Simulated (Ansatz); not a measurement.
Data:

Ba$_{3}$CaTa$_{2}$O$_{9}$:
```
Ba3CaTa2O9
1.0
    5.81881     0.00000     0.00000
   -2.90940     5.03924     0.00000
    0.00000     0.00000     7.18764
Ba Ca Ta O
3 1 2 9
Direct
  0.66667   0.33333   0.33500
  0.33333   0.66667   0.66500
  0.00000   0.00000   0.00000
  0.00000   0.00000   0.50000
  0.66667   0.33333   0.83222
  0.33333   0.66667   0.16778
  0.17587   0.82413   0.31427
  0.82413   0.17587   0.68573
  0.17587   0.35174   0.31427
  0.82413   0.64826   0.68573
  0.64826   0.82413   0.31427
  0.35174   0.17587   0.68573
  0.50000   0.50000   0.00000
  0.50000   0.00000   0.00000
  0.00000   0.50000   0.00000
```

This is the LDA-relaxed structure.

Q: All from LDA in the plane-wave PAW code Ansatz, unless another level is named. Estimate the electron effective mass.

A: 0.53, 0.53, 0.81 mₑ (principal values).

Q: Predict the band gap.

A: 3.30 eV (indirect).

Q: Predict the valence-band maximum.

A: at A.

Space group P-3m1. The workflow started from a Materials Project entry (that database holds measured and hypothetical structures alike); the Crystallography Open Database copy checked does not list it. Whether it is the stable phase at ambient conditions was not checked. The cell was relaxed with LDA under the symmetry of its start; of distortions, only those at the zone centre were tested, and some modes there are weakly imaginary. The run is not spin-polarised. Spin–orbit coupling is left out wherever it is not named.

Potentials: the later of the program's two PAW sets.
